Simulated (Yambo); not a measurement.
G0W0@PBEsol for Sr$_{2}$H$_{3}$I (space group P-3m1, No. 164) in Yambo. Reference settings: 3×3×2 Γ-centred k mesh, 214 bands and a 8 Ry block in the screening, 214 bands in G with the Bruneval-Gonze terminator, plasmon pole fitted at 27.2 eV. The PBEsol gap A → K on this mesh is 1.99 eV; G0W0 gaps are taken between the same points.

Gap (A → K) in eV against the number of bands and the screening block, terminator on:

```
bands (W and G)   2 Ry   3 Ry   5 Ry   6 Ry   8 Ry
---------------  -----  -----  -----  -----  -----
43               3.563  3.599  3.636  3.659  3.670
74               3.439  3.501  3.589  3.631  3.655
113              3.410  3.474  3.586  3.644  3.682
163              3.399  3.459  3.579  3.651  3.704
214              3.396  3.454  3.573  3.652  3.716
```

Rough cost of the Yambo step against the reference (shared machines):

```
bands (W and G)  2 Ry  3 Ry  5 Ry  6 Ry  8 Ry
---------------  ----  ----  ----  ----  ----
43                1/9   1/7   1/6   1/6   1/4
74                1/5   1/5   1/4   1/4   1/2
113               1/3   1/3   1/3   1/2    ~1
163               1/2   1/2    ~1    ~1    ~1
214                ~1    ~1    ~1    ~1     1
```

At the largest block the last step in bands moves the gap by 0.012 eV; at the most bands the last step in the block moves it by 0.064 eV.

The mesh misses a band edge: along a dense path the PBEsol gap is 1.89 eV against 1.99 eV on the mesh.

Spin-orbit coupling is left out, which matters for elements this heavy: edges can move by tenths of an eV.

Geometry of the Materials Project entry, not relaxed at this level; primitive cell a = b = 4.243 Å, c = 7.683 Å, α = β = 90.00°, γ = 120.00°.

The structure is a Materials Project entry; no match was found in the copy of COD used, and its stability was not checked.
